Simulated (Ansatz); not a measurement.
Values for one crystal, relaxed and computed with r²SCAN+D4 in the plane-wave PAW code Ansatz; other levels are named.

| Item | Result |
|---|---|
| Volume per atom | 35.41 Å³ |
| Band gap | 0.82 eV (direct) |
| HSE06 gap on the r²SCAN+D4 cell | 1.07 eV |
| Hole effective mass | 0.27, 0.68, 1.4 mₑ (principal values) |
| Formation energy from the elements (no fitted shifts) | -0.54 eV/atom |
| Electron effective mass | 0.12, 0.24, 0.84 mₑ (principal values) |

Question: Pick the material that matches.
A) Bi2Se3, R-3m (Bi on 6c, Se on 3a, Se on 6c)
B) HBr, Cmc2_1 (H on 4a, Br on 4a)
C) BiBr, C2/m (Pearson symbol mS32)
D) CdBr2, R-3m (Cd on 3a, Br on 6c)

Answer: C, BiBr, C2/m (Pearson symbol mS32)

The first step of the workflow began from a Materials Project structure, measured or hypothetical; the Crystallography Open Database files this formula in space group No. 12, but the cells were not matched. Whether it is the stable phase at ambient conditions was not checked. The cell was relaxed with r²SCAN+D4 under the symmetry of its start; whether a distortion lowers the energy is not shown. The references are the lowest solids computed at this level, not always the standard phases. Scalar-relativistic: spin–orbit coupling is off unless named, which matters more the heavier the elements.

Potentials: the later of the program's two PAW sets.
